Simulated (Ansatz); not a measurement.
Sc:
```
CELL_PARAMETERS angstrom
      3.19618     0.00000     0.00000
     -1.59809     2.76797     0.00000
      0.00000     0.00000     8.03166
ATOMIC_POSITIONS crystal
  Sc 0.50000 0.00000 0.00000
  Sc 0.50000 0.50000 0.33333
  Sc 0.00000 0.50000 0.66667
```

Relaxed with PBEsol. Special points in fractions of this cell's reciprocal vectors: Γ (0.000, 0.000, 0.000); M (0.500, 0.000, 0.000); K (0.333, 0.333, 0.000); A (0.000, 0.000, 0.500); L (0.500, 0.000, 0.500); H (0.333, 0.333, 0.500).

Q: List the band energies nearest the Fermi level at these points for PBEsol in the plane-wave PAW code Ansatz.

A: In eV from the Fermi level; about four levels below and three above (degenerate sets whole), none deeper than 8.9 eV; points with the same levels are listed once.

```tsv
k	below	above
Γ	-5.32 -2.99 -2.99	0.20 0.20 0.97
M	-1.63 -1.22 -0.83 -0.29	0.18 0.29 0.69
K	-0.59 -0.59 -0.52 -0.42 -0.42	0.43 0.43 0.66
A	-4.64 -4.64 -1.90	0.09 0.66 0.66
L	-1.87 -1.56 -1.11 -1.03	0.08 0.21 0.34
H	-0.57 -0.54 -0.54 -0.37	0.12 0.85 0.85
```

Space group P6_222. The workflow started from a Materials Project entry (that database holds measured and hypothetical structures alike); the Crystallography Open Database copy checked does not list it. It is not the phase usual at ambient conditions (space group No. 194). Symmetry was held in the PBEsol relaxation. At this level the phase is dynamically unstable (imaginary phonons). The run is not spin-polarised.

Potentials: the later of the program's two PAW sets.
